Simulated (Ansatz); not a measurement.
Input:

MoP:
```cif
data_Mo2P2
_chemical_formula_sum 'P2 Mo2'
_space_group_name_H-M_alt 'P 1'
_space_group_IT_number 1
_cell_length_a 4.55779
_cell_length_b 4.55779
_cell_length_c 4.20200
_cell_angle_alpha 90.000
_cell_angle_beta 90.000
_cell_angle_gamma 139.680
loop_
_space_group_symop_operation_xyz
  'x, y, z'
loop_
_atom_site_label
_atom_site_type_symbol
_atom_site_fract_x
_atom_site_fract_y
_atom_site_fract_z
_atom_site_occupancy
P1 P 0.59297 0.40703 0.75000 1
P2 P 0.40703 0.59297 0.25000 1
Mo1 Mo 0.87345 0.12655 0.75000 1
Mo2 Mo 0.12655 0.87345 0.25000 1
```

This is the PBE-relaxed structure.

Question: All from the program Ansatz at the PBE level (PAW), unless another level is named. Estimate the electronic character.

Answer: metallic (no gap).

Question: Predict the formation energy from the elements (no fitted shifts).

Answer: -0.39 eV/atom.

Question: And the density of states at the Fermi level?

Answer: 0.60 states/eV per atom (mean over ±0.08 eV).

Space group Cmcm. The cell is a constructed one: a structure type filled with these elements; neither database checked (COD, Materials Project) lists it. COD files the formula under space group No. 187, so this cell is another polymorph or a model. Its standing as an ambient phase is unchecked. The cell was relaxed with PBE under the symmetry of its start; whether a distortion lowers the energy is not shown. The run is not spin-polarised. The references are the lowest solids computed at this level, not always the standard phases. Scalar-relativistic: spin–orbit coupling is off unless named, which matters more the heavier the elements.

Potentials: the later of the program's two PAW sets.
